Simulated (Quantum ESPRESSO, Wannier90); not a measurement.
## Tight-binding from DFT: InGaAs$_{2}$ (P-4m2)

```yaml
crystal:
  lattice:
    - [4.22500, 0.00000, 0.00000]
    - [0.00000, 4.22500, 0.00000]
    - [0.00000, 0.00000, 5.96215]
  atoms:
    - { symbol: In, position: [0.00000, 0.00000, 0.50000] }
    - { symbol: Ga, position: [0.50000, 0.50000, 0.00000] }
    - { symbol: As, position: [0.50000, 0.00000, 0.76848] }
    - { symbol: As, position: [0.00000, 0.50000, 0.23152] }
```

Materials Project entry mp-1223781; symmetrised, unrelaxed at this level. Not found in the COD (Crystallography Open Database) copy used; not checked further. Level: PBEsol, spinors with spin-orbit coupling; pw.x of Quantum ESPRESSO at 68 Ry with PseudoDojo potentials, 4×4×4 k-points, Wannier90. Density: 8×8×6 mesh, cold smearing 0.01 Ry. With spin-orbit coupling a semilocal functional can close or falsely invert a small gap; the band order was not checked against a better method. The gap is small at this level and was sampled on the meshes and a path alone.

Valence charges of the files: In 13, Ga 13, As 15. 92 bands were computed.

Isolated groups of bands, relative to the valence-band maximum (bands from 57 on overlap up to the last one computed):

| bands | from (eV) | to (eV) | filling | weight on atomic waves |
|---|---|---|---|---|
| 1–8 | -35.62 | -35.61 | filled | As 3d 100 % |
| 9–20 | -34.90 | -34.88 | filled | As 3d 100 % |
| 21–24 | -15.09 | -15.06 | filled | Ga 3d 99 % |
| 25–34 | -14.84 | -14.59 | filled | Ga 3d 60 %, In 4d 39 % |
| 35–40 | -14.05 | -13.90 | filled | In 4d 98 % |
| 41–44 | -12.00 | -9.93 | filled | As 4s 62 %, Ga 4p 11 %, In 5p 10 % |
| 45–56 | -6.62 | 0.00 | filled | As 4p 59 %, Ga 4p 11 %, In 5p 11 % |

Wanted is a model with the orbitals In s p, Ga s p, As s p, without the filled groups that are mainly made of other shells (semicore states, and anion s where it isn't named); all higher bands stay in for disentanglement.

**Question.** Give num_wann, exclude_bands and num_bands, and the number of electrons that the model holds.

**Answer.** Electrons: 1×13 + 1×13 + 2×15 = 56, which fill 56 bands.
num_wann = 2 × (1×4 + 1×4 + 2×4) = 32.
exclude_bands = 1-40, 40 bands, so num_bands = 92 − 40 = 52.
The model holds 56 − 1×40 = 16 electrons. With the window frozen to 1.57 eV it follows pw.x to 7.4 meV rms (states up to 1.1 eV relative to the valence-band maximum).
